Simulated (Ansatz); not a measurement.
Input and command of a plane-wave DFT calculation in Ansatz:

```yaml
crystal:
  lattice:
    - [5.4716476982, 0.0, 0.0]
    - [0.0, 5.4716476982, 0.0]
    - [0.0, 0.0, 3.7184974858]
  atoms:
    - { symbol: Fe, position: [0.5, 0.0, 0.0], spin: 3.62 }
    - { symbol: Fe, position: [0.5, 0.5, 0.0], spin: 3.62 }
    - { symbol: Fe, position: [0.0, 0.0, 0.0], spin: 3.62 }
    - { symbol: Fe, position: [0.0, 0.5, 0.0], spin: 3.62 }
    - { symbol: Pt, position: [0.25, 0.25, 0.5], spin: 0.45 }
    - { symbol: Pt, position: [0.25, 0.75, 0.5], spin: 0.45 }
    - { symbol: Pt, position: [0.75, 0.25, 0.5], spin: 0.45 }
    - { symbol: Pt, position: [0.75, 0.75, 0.5], spin: 0.45 }
    - { symbol: H, position: [0.0, 0.0, 0.5] }
basis:
  ecutwfc: 500
kpoints:
  mp_grid: { grid: [4, 4, 6] }
hamiltonian:
  xc: r2scan
scf:
  occupations: { method: gaussian, width: 0.1 }
  lower_state_search: "off"
output:
  forces: true
  stress: true
  eigenvalues: true
  populations: true
magnetization:
  spin_polarized: true
```

```bash
ansatz run input.yaml --threads 2 --pin off --max-ram 5120MiB --backend cpu --events-out ev --progress --plain --runs-dir out
```

Processor: AMD EPYC 9R45 96-Core Processor (Zen 5), 2 threads, on a host shared with other jobs.

Q: How long does it run, and how much memory does it take?

A: About 23 s on 2 threads of AMD EPYC 9R45 96-Core Processor (Zen 5), with other jobs on the host, peak memory 0.96 GiB. It solves 92 bands at 24 k points (the mesh reduced by the symmetry that the task leaves, which can be less than the crystal's) with about 2813 plane waves, in 23 SCF iterations.
